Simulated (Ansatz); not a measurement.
With r²SCAN in the plane-wave PAW code Ansatz, B in the cubic phase (Pm-3m; B on 6f) relaxes to a = 4.146 Å.

Electronic character: metallic (no gap).

The bulk modulus is 131 GPa. The relaxed-ion elastic constants in GPa are C11 = 170, C12 = 110, C44 = 31.3. The elastic constants imply a Debye temperature near 665 K.

The start of the workflow was typed in or built on a structure type; neither database checked (COD, Materials Project) lists it. It is not the phase usual at ambient conditions (space group No. 166). The cell was relaxed with r²SCAN under the symmetry of its start; its stability against distortions is not shown here. As this level gives no gap, shear constants depend on the k-mesh and smearing (Fermi–Dirac, 0.1 eV here).

Potentials: the later of the program's two PAW sets.
